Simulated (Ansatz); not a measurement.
**Energy and pressure of Rb₂NiO₂ against volume, without spin**

Computed with Ansatz 0.2.0, DFT PBEsol, scalar-relativistic, plane waves, PAW.

```cif
data_structure
_symmetry_space_group_name_H-M 'P 1'
_symmetry_Int_Tables_number 1
_cell_length_a 7.2029
_cell_length_b 7.2029
_cell_length_c 7.2029
_cell_angle_alpha 146.381
_cell_angle_beta 146.381
_cell_angle_gamma 48.281
_cell_volume 114.08
loop_
_atom_site_label
_atom_site_type_symbol
_atom_site_fract_x
_atom_site_fract_y
_atom_site_fract_z
_atom_site_occupancy
Rb1 Rb 0.34510 0.34510 0.00000 1
Rb2 Rb 0.65490 0.65490 0.00000 1
Ni1 Ni 0.00000 0.00000 0.00000 1
O1 O 0.12730 0.12730 0.00000 1
O2 O 0.87270 0.87270 0.00000 1
```

```json
{
 "plane-wave cutoff": "420 eV",
 "Γ-centred k-mesh": "10×10×10",
 "occupation rule": "Gaussian smearing, 0.02 eV",
 "spin treatment": "unpolarised"
}
```

The cell is scaled evenly at fixed fractional positions, V₀ being the volume of the cell shown; start: no spin polarisation. Energies are extrapolated to zero smearing. A spin-polarised state can lie lower, at larger volumes above all.

```tsv
V/V₀	E above lowest (meV/atom)	P (GPa)
0.800	171.3	16.0
0.860	67.1	8.8
0.920	14.7	3.7
0.960	0.9	1.2
1.000	0.0	-0.8
1.040	9.4	-2.4
1.100	38.3	-4.2
1.180	96.5	-5.8
```

Cost: 8 runs of about 3 core-minutes in all, on Arm Neoverse V2 (shared hosts).